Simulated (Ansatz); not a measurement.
# BaN, first-principles data

BaN:
```
BaN
1.0
    0.00000     2.97590     2.97590
    2.97590     0.00000     2.97590
    2.97590     2.97590     0.00000
Ba N
1 1
Cartesian
  0.00000   0.00000   0.00000
  4.46385   4.46385   4.46385
```

Space group F-43m (No. 216), zinc blende; conventional cell a = 5.952 Å, b = 5.952 Å, c = 5.952 Å, α = 90.00°, β = 90.00°, γ = 90.00°.

Method: plane-wave PAW PBEsol (Ansatz code). Structure relaxed to zero pressure with the same functional. Other levels are named where they apply.

Cell and energy:

```yaml
volume_per_atom: 26.35 Å³
density: 4.77 g/cm³
Formation energy from the elements (no fitted shifts): 0.15 eV/atom
```

Electronic structure:

```yaml
electronic_character: metallic (no gap)
Density of states at the Fermi level: 1.8 states/eV per atom (mean over ±0.08 eV)
Gap with spin–orbit coupling: none (metallic)
```

Mechanics:

```yaml
Bulk modulus (Birch–Murnaghan fit): 44.2 GPa
Pressure derivative B′: 3.8
Elastic constants (relaxed ions, GPa): C11 = 45.6, C12 = 42.2, C44 = 9.4
mechanical_stability: stable (all eigenvalues of C positive)
hill_bulk_and_shear_moduli: 43.3 and 4.8 GPa
Young's modulus: 13.9 GPa
Poisson's ratio: 0.45
debye_temperature_from_the_elastic_constants: 114 K
```

Phonons:

```yaml
highest_zone_centre_frequency: 29.3 meV
zone_centre_stability: no imaginary mode at Γ
```

The start of the workflow was typed in or built on a structure type; neither database checked (COD, Materials Project) lists it. Its standing as an ambient phase is unchecked. The cell was relaxed with PBEsol under the symmetry of its start. Its formation energy is positive at this level, so the cell may be metastable or incomplete. With an odd number of electrons in the cell and no spin polarisation, the count alone makes it a metal. As this level gives no gap, shear constants depend on the k-mesh and smearing (Fermi–Dirac, 0.1 eV here). As this level gives no gap, phonon frequencies hold no LO–TO term and depend on the k-mesh and smearing (Fermi–Dirac, 0.1 eV here). The references are the lowest solids computed at this level, not always the standard phases (solids in place of the gases). Scalar-relativistic: spin–orbit coupling is off unless named, which matters more the heavier the elements.

Potentials: the earlier of the program's two PAW sets. The files were generated under PBE; for other functionals the program regenerates the frozen cores, and for LDA and PBEsol the local potential too.
